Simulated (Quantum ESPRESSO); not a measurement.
## One change at a time to InOs4PdRhTi

Calculated results; nothing here was measured. They come from Quantum ESPRESSO 7.5, a public plane-wave density functional program. Each row is one single-point run on a made-up periodic cell of eight metal atoms, with elements, volume, strain and displacements drawn at random and not relaxed, so a cell may be unstable or far from any real phase. There is no spin polarisation or spin-orbit coupling.

Settings: PBE unless stated; PseudoDojo standard norm-conserving files; Fermi-Dirac width 0.25 eV, which means electrons at about 2900 K; cutoff 1197 eV; 8 x 4 x 4 k mesh shifted half a step off Gamma. E is the free energy of the whole cell (internal energy minus TS), so a -TS column is already part of it. Stress is positive in tension, and the pressure P is minus a third of its trace.

Checks: one run of this series was repeated at a higher cutoff and on a denser mesh, which moved values by no more than 0.002 eV, 0.07 GPa and 0.011 eV/Å, and a second program with other atomic files agreed on it to 2 % rms in force and 0.5 GPa in pressure. Known limits: heavy elements are run without spin-orbit coupling, which real alloys of them have; a spin test at this wide smearing found no moment, but such smearing suppresses magnetism that the real alloy may have.

The lattice is face-centred cubic, and the cell vectors in Å are (0.020, 1.984, 2.004); (-3.951, 3.907, -3.986); (-3.964, -3.954, 3.952), a volume of 124.67 Å³ in run 1. The elements on sites 1 to 8 are Os Ti Os Pd Os In Rh Os. Each later run makes one change to run 1 and keeps the rest. E is counted from run 1, and is n/a where other atomic files have another zero of energy.

```
run                           change  V (Å³)  P (GPa)  -TS (eV)  rms force (eV/Å)  largest change of a force component (eV/Å)  E (eV)
  1                             none  124.67    -3.48    -1.685             0.958                                       0.000   0.000
  2          sites 3 and 4 exchanged  124.67    -3.32    -1.662             1.127                                       1.721  -0.225
  3    all lengths scaled by -1.76 %  118.20    10.44    -1.567             1.131                                       0.446       ?
  4              LDA in place of PBE  124.67   -17.25    -1.695             0.898                                       0.223     n/a
  5                     Li on site 8  124.67    -2.70    -1.636             0.964                                       0.969     n/a
  6  site 4 moved by -0.13 Å along x  124.67    -3.18    -1.676             0.899                                       1.427  -0.076
```

## Worked estimate

Along a uniform scaling dE = -P dV. The mean of the two pressures is 3.480 GPa and the volume changes by -6.47 Å³, with 160.2 GPa to one eV/Å³. The same two rows give -V dP/dV = 261 GPa for this cell with clamped atoms, which is not the bulk modulus of a real alloy.

## Withheld value

Question: what E should run 3 give?

The estimate is 0.141 eV. The calculation gave 0.127 eV. The mean of two end points misses the curvature of P, and the finite cutoff adds a little.
